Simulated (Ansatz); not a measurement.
TiPd (CsCl type, Pm-3m) under volume change, PBEsol in the plane-wave PAW code Ansatz, scaled uniformly.

```csv
V (Å³/atom),E − E(relaxed) (meV/atom),P (GPa)
13.990,78.6,19.79
14.451,33.0,12.10
14.913,7.8,5.56
15.374,0.0,0.01
15.835,7.0,-4.71
16.296,26.4,-8.71
16.758,56.5,-12.09
```

Question: What does a third-order Birch–Murnaghan fit give for V₀, B₀ and B′?

Answer: V₀ = 15.38 Å³/atom, B₀ = 170 GPa, B′ = 4.4.

The workflow started from an entry of the Crystallography Open Database (COD). Whether it is the stable phase at ambient conditions was not checked. The cell was relaxed with PBEsol under the symmetry of its start. At this level the phase is mechanically unstable. The run is not spin-polarised.

Potentials: the later of the program's two PAW sets.
